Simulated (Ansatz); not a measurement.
The cell below belongs to a search over invented structures; it isn't taken from experiment.

Input and command of a plane-wave DFT calculation in Ansatz:

```yaml
crystal:
  lattice:
    - [5.62545873, 0.0, 0.0]
    - [-2.81272937, 4.87179017, 0.0]
    - [0.0, 0.0, 6.14680003]
  atoms:
    - { symbol: Hf, position: [0.33333333, 0.66666667, 0.39240144] }
    - { symbol: Hf, position: [0.66666667, 0.33333333, 0.39240144] }
    - { symbol: Si, position: [0.83518654, 0.16481346, 0.49801883] }
    - { symbol: Si, position: [0.83518654, 0.67037308, 0.49801883] }
    - { symbol: Si, position: [0.32962692, 0.16481346, 0.49801883] }
    - { symbol: Si, position: [0.16481346, 0.83518654, 0.49801883] }
    - { symbol: Si, position: [0.16481346, 0.32962692, 0.49801883] }
    - { symbol: Si, position: [0.67037308, 0.83518654, 0.49801883] }
    - { symbol: W, position: [0.33333333, 0.66666667, 0.09296051] }
    - { symbol: W, position: [0.66666667, 0.33333333, 0.09296051] }
basis:
  ecutwfc: 420
kpoints:
  mp_grid: { grid: [3, 3, 3] }
hamiltonian:
  xc: pbe
scf:
  occupations: { method: gaussian, width: 0.2 }
  lower_state_search: "off"
output:
  forces: true
  stress: true
  eigenvalues: true
relax:
  adjacent_minimum: "off"
  f_tol: 0.08
  max_steps: 16
  cell: { stress_tol: 0.8 }
```

```bash
ansatz run input.yaml --threads 1 --pin off --max-ram 2560MiB --backend cpu --events-out ev --progress --plain --runs-dir out
```

Processor: Intel(R) Xeon(R) Platinum 8259CL CPU @ 2.50GHz (Skylake/Cascade Lake), 1 thread, on a host shared with other jobs.

**Question.** Estimate time, memory and problem size.

**Answer.** About 110 s, peak memory 0.56 GiB. It solves 63 bands at 6 k points (after reduction by symmetry) with about 5099 plane waves (on the last cell), in 110 SCF iterations over 14 ionic steps.
